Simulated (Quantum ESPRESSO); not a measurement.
# Mo4Hf3Sc: input and log of a self-consistent run

A calculation, not a measurement. The program is pw.x of Quantum ESPRESSO 7.5 (plane-wave density functional theory). The cell is made up: eight metal atoms on a face-centred cubic lattice, with elements, volume, strain and displacements drawn at random and not relaxed, so it may be unstable or far from any real phase. PseudoDojo standard norm-conserving files set the functional (PBE unless stated); there is no spin polarisation or spin-orbit coupling, the Fermi-Dirac width of 0.25 eV means electrons at about 2900 K, and the masses in the input are unused placeholders. Heavy elements are run without spin-orbit coupling, which real alloys of them have. A spin test at this wide smearing found no moment, but such smearing suppresses magnetism that the real alloy may have.

Input:

```
&control calculation='scf', pseudo_dir='./dojo.nc.sr.pbe.v0_5.standard.upf', outdir='./o', disk_io='minimal', tprnfor=.true., tstress=.true. /
&system ibrav=0, nat=8, ntyp=3, nbnd=70, ecutwfc=79.96652505, nosym=.true., tot_charge=0,
 occupations='smearing', smearing='fd', degauss=0.0183746611
/
&electrons conv_thr=1.470e-08, electron_maxstep=70, mixing_beta=0.5 /
ATOMIC_SPECIES
Hf 1.0 Hf.upf
Mo 1.0 Mo.upf
Sc 1.0 Sc.upf
CELL_PARAMETERS angstrom
0.0146 2.1685 2.1641
-4.4251 2.1549 -2.1797
-4.3742 -6.4722 6.4299
ATOMIC_POSITIONS angstrom
Mo -0.0791 -0.0372 0.0009
Hf -4.4269 -4.3119 4.3017
Mo -4.3491 -2.1344 2.1985
Sc -4.4166 -0.0074 -0.1147
Hf -2.1532 -2.0499 4.3404
Mo -2.1969 0.0471 2.1374
Hf -2.2647 2.1914 0.0127
Mo -6.5742 -2.1677 4.2312
K_POINTS automatic
8 5 3 1 1 1
```

The log is shortened where brackets say so; the opening notice, blank lines, dates and the lines on written files are dropped, and the path of the files is cut. It prints rydbergs, bohrs and kilobars, and counts compression as positive stress. Its total energy is the free energy E - TS of the whole cell.

```
     Program PWSCF v.7.5
     Parallel version (MPI & OpenMP), running on       4 processor cores
     Number of MPI processes:                 4
     Threads/MPI process:                     1
     [start-up lines left out]
     bravais-lattice index     =            0
     lattice parameter (alat)  =       5.7895  a.u.
     unit-cell volume          =    1111.7937 (a.u.)^3
     number of atoms/cell      =            8
     number of atomic types    =            3
     number of electrons       =       103.00
     number of Kohn-Sham states=           70
     kinetic-energy cutoff     =      79.9665  Ry
     charge density cutoff     =     319.8661  Ry
     scf convergence threshold =      1.5E-08
     mixing beta               =       0.5000
     number of iterations used =            8  plain     mixing
     Exchange-correlation= PBE
                           (   1   4   3   4   0   0   0)
     [axes and pseudopotential details left out]
   Cartesian axes
     site n.     atom                  positions (alat units)
         1        Mo     tau(   1) = (  -0.0258189  -0.0121424   0.0002938  )
         2        Hf     tau(   2) = (  -1.4449771  -1.4074401   1.4041108  )
         3        Mo     tau(   3) = (  -1.4195825  -0.6966860   0.7176087  )
         4        Sc     tau(   4) = (  -1.4416151  -0.0024154  -0.0374390  )
         5        Hf     tau(   5) = (  -0.7028224  -0.6691045   1.4167428  )
         6        Mo     tau(   6) = (  -0.7170865   0.0153738   0.6976652  )
         7        Hf     tau(   7) = (  -0.7392170   0.7152912   0.0041454  )
         8        Mo     tau(   8) = (  -2.1458737  -0.7075554   1.3810990  )
     number of k points=    60  Fermi-Dirac smearing, width (Ry)=  0.0184
                       cart. coord. in units 2pi/alat
        k(    1) = (  -0.0813693   0.0323465   0.0566160), wk =   0.0333333
        k(    2) = (   0.0350407   0.1506710  -0.0627344), wk =   0.0333333
     [further k points left out]
     Dense  grid:   107453 G-vectors     FFT dimensions: (  36,  60, 120)
     Estimated max dynamical RAM per process >     405.38 MB
     Estimated total dynamical RAM >       1.51 GB
     Initial potential from superposition of free atoms
     starting charge     102.9861, renormalised to     103.0000
     Starting wfcs are   80 randomized atomic wfcs
     total cpu time spent up to now is        6.8 secs
     per-process dynamical memory:   329.8 Mb
     Self-consistent Calculation
     iteration #  1     ecut=    79.97 Ry     beta= 0.50
     Davidson diagonalization with overlap
     ethr =  1.00E-02,  avg # of iterations =  2.9
     total cpu time spent up to now is       23.1 secs
     total energy              =    -995.45139729 Ry
     estimated scf accuracy    <       3.28617667 Ry
     iteration #  2     ecut=    79.97 Ry     beta= 0.50
     Davidson diagonalization with overlap
     ethr =  3.19E-03,  avg # of iterations =  5.7
     total cpu time spent up to now is       43.8 secs
     total energy              =    -994.02459884 Ry
     estimated scf accuracy    <      45.09536877 Ry
     iteration #  3     ecut=    79.97 Ry     beta= 0.50
     Davidson diagonalization with overlap
     ethr =  3.19E-03,  avg # of iterations =  4.9
     total cpu time spent up to now is       60.9 secs
     total energy              =    -995.96737965 Ry
     estimated scf accuracy    <      32.25543433 Ry
     iteration #  4     ecut=    79.97 Ry     beta= 0.50
     Davidson diagonalization with overlap
     ethr =  3.19E-03,  avg # of iterations =  2.0
     total cpu time spent up to now is       74.7 secs
     total energy              =    -997.21864432 Ry
     estimated scf accuracy    <       4.14186777 Ry
     iteration #  5     ecut=    79.97 Ry     beta= 0.50
     Davidson diagonalization with overlap
     ethr =  3.19E-03,  avg # of iterations =  1.0
     total cpu time spent up to now is       86.8 secs
     total energy              =    -997.32980398 Ry
     estimated scf accuracy    <       0.76444336 Ry
     [iterations 6 to 23 left out]
     iteration # 24     ecut=    79.97 Ry     beta= 0.50
     Davidson diagonalization with overlap
     ethr =  3.77E-11,  avg # of iterations =  2.0
     total cpu time spent up to now is      367.6 secs
     total energy              =    -997.32383156 Ry
     estimated scf accuracy    <       0.00000040 Ry
     iteration # 25     ecut=    79.97 Ry     beta= 0.50
     Davidson diagonalization with overlap
     ethr =  3.77E-11,  avg # of iterations =  2.0
     total cpu time spent up to now is      380.6 secs
     total energy              =    -997.32383157 Ry
     estimated scf accuracy    <       0.00000003 Ry
     iteration # 26     ecut=    79.97 Ry     beta= 0.50
     Davidson diagonalization with overlap
     ethr =  2.57E-11,  avg # of iterations =  1.3
     total cpu time spent up to now is      393.4 secs
     total energy              =    -997.32383157 Ry
     estimated scf accuracy    <       0.00000007 Ry
     iteration # 27     ecut=    79.97 Ry     beta= 0.50
     Davidson diagonalization with overlap
     ethr =  2.57E-11,  avg # of iterations =  1.0
     total cpu time spent up to now is      405.2 secs
     total energy              =    -997.32383157 Ry
     estimated scf accuracy    <       0.00000005 Ry
     iteration # 28     ecut=    79.97 Ry     beta= 0.50
     Davidson diagonalization with overlap
     ethr =  2.57E-11,  avg # of iterations =  1.0
     total cpu time spent up to now is      417.0 secs
     End of self-consistent calculation
     [lines on levels left out]
!    total energy              =    -997.32383157 Ry
     estimated scf accuracy    <          3.1E-10 Ry
     smearing contrib. (-TS)   =      -0.18117871 Ry
     internal energy E=F+TS    =    -997.14265286 Ry
     The total energy is F=E-TS. E is the sum of the following terms:
     one-electron contribution =    -224.54871888 Ry
     hartree contribution      =     152.23523669 Ry
     xc contribution           =    -183.52636209 Ry
     ewald contribution        =    -741.30280858 Ry
     convergence has been achieved in  28 iterations
     Forces acting on atoms (cartesian axes, Ry/au):
     atom    1 type  2   force =    -0.00126983    0.00633679   -0.00468569
     atom    2 type  1   force =     0.01211669   -0.00001048    0.00038393
     atom    3 type  2   force =    -0.00451338    0.01192167   -0.00175504
     atom    4 type  3   force =    -0.00622851    0.00044623    0.01728533
     atom    5 type  1   force =    -0.00491491   -0.01717945    0.00766820
     atom    6 type  2   force =    -0.00243301   -0.00471956   -0.00157000
     atom    7 type  1   force =     0.01082305    0.00388928   -0.01384287
     atom    8 type  2   force =    -0.00358008   -0.00068448   -0.00348386
     Total force =     0.038368     Total SCF correction =     0.000049
     Computing stress (Cartesian axis) and pressure
          total   stress  (Ry/bohr**3)                   (kbar)     P=      -99.27
  -0.00058671   0.00013579  -0.00014726          -86.31       19.98      -21.66
   0.00013579  -0.00071063   0.00013518           19.98     -104.54       19.89
  -0.00014726   0.00013518  -0.00072716          -21.66       19.89     -106.97
     init_run     :      6.47s CPU      6.75s WALL (       1 calls)
     electrons    :    400.39s CPU    410.23s WALL (       1 calls)
     forces       :      2.52s CPU      2.56s WALL (       1 calls)
     stress       :      8.79s CPU      9.00s WALL (       1 calls)
     [timing details left out]
     PWSCF        :   6m58.23s CPU   7m 8.70s WALL
     JOB DONE.
```

In other units: free energy -13569.282 eV for the cell, pressure -9.93 GPa, largest force component 0.444 eV/Å in size. The run took 430 s of wall time with four MPI processes on a shared machine (Intel Xeon, 2023 or later, virtual cores), so the time is rough. A rerun of this cell at a higher cutoff and on a denser mesh moved values by no more than 0.010 eV in energy, 0.06 GPa in stress and 0.003 eV/Å in force, and a second program with other atomic files agreed on that cell to 2 % rms in force and 0.5 GPa in pressure.